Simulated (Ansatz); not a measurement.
Values for one crystal, relaxed and computed with plane-wave PAW r²SCAN (Ansatz code); other levels are named.

```yaml
volume_per_atom: 20.25 Å³
band_gap: 1.85 eV (indirect)
valence_band_maximum: at Γ
smallest_direct_gap_on_the_standard_path: 2.36 eV
Formation energy from the elements (no fitted shifts): -0.53 eV/atom
conduction_band_minimum: on the Γ–X line, 85 % of the way from Γ (6 equivalent valleys)
```

### Question
Which of these materials gives this?
A. MgS, rock salt
B. MoS2, R3m (Mo on 3a, S on 3a, S on 3a)
C. GaP, zinc blende
D. PdS2, Pbca (Pd on 4a, S on 8c)

### Answer
C, GaP, zinc blende

Space group F-43m (zinc blende). Symmetry was held in the r²SCAN relaxation. The references are the lowest solids computed at this level, not always the standard phases. Spin–orbit coupling is left out wherever it is not named.

Potentials: the earlier of the program's two PAW sets.
